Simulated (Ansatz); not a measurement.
This CrGaC4N4 structure is the end of a relaxation. The cell was found from a structure generator's guess, not taken from experiment.

Theory: DFT PBE, scalar-relativistic, plane waves, PAW in Ansatz. Cutoff 420 eV, Γ-centred mesh, Gaussian smearing, collinear spin.

```
Cr Ga C N
1.0
     5.95994    0.00000    0.00000
     0.00000    5.95994    0.00000
     0.00000    0.00000    5.95994
Cr Ga C N
1 1 4 4
Cartesian
  2.9800 2.9800 2.9800
  0.0000 0.0000 0.0000
  1.1358 1.1358 1.1358
  1.1358 4.8242 4.8242
  4.8242 1.1358 4.8242
  4.8242 4.8242 1.1358
  1.8112 1.8112 1.8112
  1.8112 4.1488 4.1488
  4.1488 1.8112 4.1488
  4.1488 4.1488 1.8112
```

Formation energies are uncorrected and refer to the elements' standard structures at the same level (N₂ as a molecule).

Q: Find its symmetry and describe it.

A: P-43m (No. 215). Conventional cell: a = 5.960 Å. Cr has 4 N at 2.02 Å; Ga is surrounded by 4 C at 1.97 Å; C has 1 N at 1.17 Å and 1 Ga at 1.97 Å; around N lie 1 C at 1.17 Å and 1 Cr at 2.02 Å.

Q: How far does it lie from the elements in energy?

A: +0.363 eV/atom. It can't be a ground state, since the elements alone are lower.

Q: Is it a metal?

A: No, the gap on the 6×6×6 mesh is 1.04 eV.

Q: Which magnetic moments does it keep?

A: 0.50 μB per atom net, the space between the atoms included; by site: Cr 3.0 μB.

Q: From what recipe could a structure generator have reached it?

A: One such recipe: two interpenetrating cyanide-bridged diamond nets (P-43m, No. 215). Other recipes can lead to the same cell.

The last run used collinear spin, a 6×6×6 mesh for its 10-atom cell and Gaussian smearing of 0.02 eV. Kohn–Sham gaps at this level usually fall short of measured ones. The reference form of C is held partly by dispersion forces, which this level lacks. Another magnetic order may lie lower. Symmetry constrained the relaxation, so the result can be a saddle point.
